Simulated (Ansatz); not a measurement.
**Zone-centre modes in Si**

Theory: Ansatz, DFT r2SCAN, scalar-relativistic, plane waves, PAW. Settings: plane waves to 500 eV, k-mesh 10×10×10 (Γ-centred), Gaussian smearing 0.05 eV. No spin polarisation.

Zero of the scan (as given, not relaxed at this level):

```
Si
1.0
     0.00000    2.71547    2.71547
     2.71547    0.00000    2.71547
     2.71547    2.71547    0.00000
Si
2
Direct
  0.50000 0.50000 0.50000
  0.75000 0.75000 0.75000
```

Harmonic modes by finite displacements of 0.02 Å, without the LO–TO term.

At this geometry, is the structure stable against these modes?

Yes: no mode is imaginary beyond 10 cm⁻¹, and only the three translations lie near zero.

List the wavenumbers in cm⁻¹.

0, 0, 0, 522, 522, 522.

Cost: 1 run of about 0.24 core-minutes, on Oxide Virtual Turin-like Processor (Zen 5) (shared hosts).